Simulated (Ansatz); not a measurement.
In3BiP2 (ordering on zincblende): the band gap by level of theory

All numbers come from Ansatz 0.2.0. Values at 0 K without nuclear motion; no magnetic order is allowed, and the phase may be a hypothetical one.

In3BiP2 as one 6-atom ordering (Imm2) on the zincblende lattice, relaxed with r2SCAN. P has 4 In at 2.57–2.60 Å; In has 3 P at 2.57–2.60 Å and 1 Bi at 2.89 Å; Bi has 4 In at 2.85–2.89 Å; In has 2 P at 2.57 Å and 2 Bi at 2.85 Å.

Space group Imm2 (No. 44). a = 4.356 Å, b = 13.105 Å, c = 6.185 Å, α = 90.00°, β = 90.00°, γ = 90.00°

| atom | site | symmetry | x | y | z |
| --- | --- | --- | --- | --- | --- |
| P | 4d | m.. | 0.0000 | 0.3302 | 0.0013 |
| In | 4d | m.. | 0.5000 | 0.3181 | 0.2301 |
| Bi | 2a | mm2 | 0.0000 | 0.0000 | 0.9951 |
| In | 2b | mm2 | 0.5000 | 0.0000 | 0.2920 |

Band edges at fixed r2SCAN geometry:
```
  level  k mesh             gap (eV)      kind                     edges  least direct gap (eV)
    PBE   8×8×8  none (overlap 0.03)         –                         –                      –
PBE+SOC   8×8×8                 0.19  indirect  Γ–X (0.50) → Γ–Λ₀ (0.10)                   0.34
 r2SCAN   8×8×8  none (overlap 0.03)         –                         –                      –
```
All runs use a smearing of 0.02 eV.
Wave cutoffs: 420 eV, 500 eV (r2SCAN).
Points off the special ones are mesh points or PBE's searched band edges, reused at the other levels.

r2SCAN gives no gap: the lowest nominally empty band dips 0.03 eV below the top of the last filled one (its bottom at Γ–Λ₀ (0.10 of the way from Γ), the top at Γ–X (0.20 of the way from Γ)), so the cell is a metal or semimetal at this level. With PBE+SOC the valence top lies at Γ–X (0.50 of the way from Γ) and the conduction bottom at Γ–Λ₀ (0.10 of the way from Γ), 0.19 eV higher; the smallest vertical gap, at Γ–Λ₀ (0.10 of the way from Γ), is 0.34 eV.

The levels disagree on the kind of gap: indirect with PBE+SOC; no gap with PBE, r2SCAN.

Only the levels marked +SOC include spin-orbit coupling.

Small gaps with spin-orbit coupling can be splittings of inverted bands, not the fundamental gap; semilocal functionals often invert bands that the real crystal keeps in order.
